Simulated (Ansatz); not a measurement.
Field gradients of RuS2 from run to run

Cell of run 1: a COD entry, taken as it stands.

Space group Pa-3 (No. 205); a = 5.6106 Å.

| site | Wyckoff | site symmetry | x | y | z |
| --- | --- | --- | --- | --- | --- |
| Ru | 4a | .-3. | 0.0000 | 0.0000 | 0.0000 |
| S | 8c | .3. | 0.3883 | 0.3883 | 0.3883 |

One atom of each set is listed.

Relaxed positions (PBE, cell held):

Ru (0.0000, 0.0000, 0.0000)
S (0.3868, 0.3868, 0.3868)

All runs are DFT with Ansatz 0.2.0 (plane waves and PAW, scalar-relativistic unless spin–orbit coupling is named, Γ-centred meshes, Fermi–Dirac smearing where given) in this cell. Start moments of run 1 as typed (μB): 2 on each Ru, none on the rest.

Run 1: PBE, parallel start moments, atoms as given; 420 eV, 5×5×5 k-points, smearing 0.02 eV.
Run 2: PBE, parallel start moments, atoms relaxed; 420 eV, 5×5×5 k-points, smearing 0.02 eV.
Run 3: r2SCAN, parallel start moments, at the relaxed atoms; 500 eV, 5×5×5 k-points, smearing 0.02 eV.
Run 4: PBE, parallel start moments, at the relaxed atoms; 350 eV, 5×5×5 k-points, smearing 0.02 eV; this cutoff lies below the one recommended for these PAW files.

| run | Ru V_zz (η) | S V_zz (η) |
| --- | --- | --- |
| 1 | -4.65 (0.00) | 14.63 (0.00) |
| 2 | -4.89 (0.00) | 14.43 (0.00) |
| 3 | -4.69 (0.00) | 15.53 (0.00) |
| 4 | ? | ? |

V_zz in 10²¹ V/m².

Problem. Estimate the row of run 4.

Solution. Ru: -4.88 (0.00); S: 14.44 (0.00). It lies nearest to run 2, from whose tensors on these sites it differs by 0.01 at most (largest principal value of the difference). Taken one at a time, the functional (r2SCAN with its higher cutoff) moves the tensors on these sites by up to 1.10 (largest principal value of the change, on S), the positions of the atoms (as given or relaxed) by 0.23 (Ru), the cutoff by 0.01.

Without spin–orbit coupling (the program notes it for Ru) the gradients can shift somewhat, as the gap is small. With these PAW files V_zz is typically within 2 to 3 % of all-electron values, but misses above 10 % occur on Ru. In run 3 the program didn't check the stability of the electronic state in full, so a lower one may lie near. In runs 1, 2, 3, 4 the start moments die out. In run 1 the atoms aren't at the calculated equilibrium (largest force 0.26 eV/Å).
